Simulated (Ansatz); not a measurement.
CaCd3F8 (fluorite sites, Cmmm): zone-centre phonons and dielectric response

Perturbation theory with PBEsol in Ansatz 0.2.0 on the PBEsol cell, ground state and force constants on a 4×4×6 mesh. No spin polarisation. The prototype was imposed, so other structures may be more stable.

Space group Cmmm (No. 65), orthorhombic; a = 7.636 Å, b = 10.789 Å, c = 3.812 Å in the conventional setting, 13.08 Å³ an atom. Cd has 8 F at 2.34 Å; F has 3 Cd at 2.33–2.34 Å and 1 Ca at 2.34 Å; Cd has 8 F at 2.33 Å; F has 2 Cd at 2.34 Å and 2 Ca at 2.34 Å; F has 4 Cd at 2.33–2.34 Å; Ca has 8 F at 2.34 Å.

```
CELL_PARAMETERS angstrom
3.81778 -5.39462 0.00000
3.81778 5.39462 0.00000
0.00000 0.00000 3.81191
ATOMIC_POSITIONS crystal
Cd 0.00000 0.50000 0.00000
F 0.37543 0.12548 0.50000
F 0.12548 0.37543 0.50000
Cd 0.50000 0.50000 0.50000
F 0.87475 0.12525 0.00000
F 0.62491 0.37509 0.00000
Ca 0.00000 0.00000 0.50000
F 0.37509 0.62491 0.00000
F 0.12525 0.87475 0.00000
Cd 0.50000 0.00000 0.00000
F 0.87452 0.62457 0.50000
F 0.62457 0.87452 0.50000
```

Optical modes without the longitudinal term:
```csv
ω (cm⁻¹),degeneracy,"IR intensity, summed over the level ((D/Å)²/amu)"
85,1,0.00
90,1,0.01
93,1,0.00
94,1,0.03
101,1,0.00
116,1,0.09
136,1,0.51
142,1,0.00
143,1,0.00
179,1,0.09
200,1,8.09
209,1,13.33
225,1,19.73
239,1,11.65
243,1,0.00
250,1,6.10
251,1,0.00
255,1,0.00
262,1,0.00
271,1,0.00
271,1,0.30
281,1,1.09
283,1,1.32
299,1,1.50
303,1,1.19
303,1,0.00
304,1,0.00
305,1,0.00
336,1,0.00
339,1,0.03
340,1,0.11
342,1,0.00
392,1,0.00
```

The zone-centre optical frequencies run from 85 to 392 cm⁻¹, none imaginary (the rest of the zone wasn't tested). With the long-range field the highest mode reaches 404 cm⁻¹. Of the real levels 18 are infrared active, the strongest at 225 cm⁻¹.

ε∞: 2.74 along x and y, 2.75 along z. With the ions relaxed, ε⁰ is 8.7 along x and y, 8.6 along z. Born charges, averaged over directions: Cd +2.44, F -1.23, Ca +2.45 e. The program notes that the ground state's band table doesn't vouch for all the bands that the response reads.

For comparison, on the r2SCAN cell the mean ε∞ is 2.52 with r2SCAN (ground state on 4×4×6; least gap 4.35 eV).

The runs are scalar-relativistic, without spin-orbit coupling.
